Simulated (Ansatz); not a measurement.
Relaxed-ion elastic tensor of HfS₂ (CdI2 type, space group No. 164) in GPa (Voigt order), plane-wave PAW PBE+D3(BJ) (Ansatz code); density 6.20 g/cm³, 21.65 Å³ per atom.

```tsv
	1	2	3	4	5	6
1	144	26.1	8.0	-3.5	0.0	0.0
2	26.1	144	8.0	3.5	0.0	0.0
3	8.0	8.0	43.1	0.0	0.0	0.0
4	-3.5	3.5	0.0	12.0	0.0	0.0
5	0.0	0.0	0.0	0.0	12.0	-3.5
6	0.0	0.0	0.0	0.0	-3.5	59.2
```

Q: Is the crystal mechanically stable?

A: Yes: the smallest eigenvalue of C is 11.8 GPa.

Q: Work out the Voigt, Reuss and Hill averages.

A: K_V = 46.2, K_R = 32.1, K_H = 39.2; G_V = 36.0, G_R = 20.7, G_H = 28.3 GPa.

Q: Give Young's modulus, Poisson's ratio, Pugh's ratio and the universal anisotropy index.

A: E = 9KG/(3K + G) = 68.5 GPa; ν = 0.21; K/G = 1.38 (brittle by the Pugh limit of 1.75); A_U = 5G_V/G_R + K_V/K_R − 6 = 4.14.

Q: Estimate the sound speeds and the Debye temperature.

A: v_l = √((K + 4G/3)/ρ) = 3520 m/s, v_t = √(G/ρ) = 2140 m/s, mean 2360 m/s; Θ = (h/k)(3n/4πV)^(1/3) v_m = 252 K.

Q: Solve the Christoffel equation for the three sound speeds along x, y, z.

A: Eigenvalues of C_ijkl n_j n_l equal ρv². In km/s, slowest first: x 1.38, 3.10, 4.83; y 1.39, 3.09, 4.83; z 1.39, 1.39, 2.64.

Q: How much does each axis shrink under pressure?

A: Linear compressibilities β_i = Σ_j S_ij (j = 1 to 3): x 4.9, y 4.9, z 21 per TPa.

Space group P-3m1 (CdI2 type). Symmetry was held in the PBE+D3(BJ) relaxation; phonons on a q-mesh show no instability. No spin polarisation was allowed. Scalar-relativistic: spin–orbit coupling is off unless named, which matters more the heavier the elements.

Potentials: the later of the program's two PAW sets.
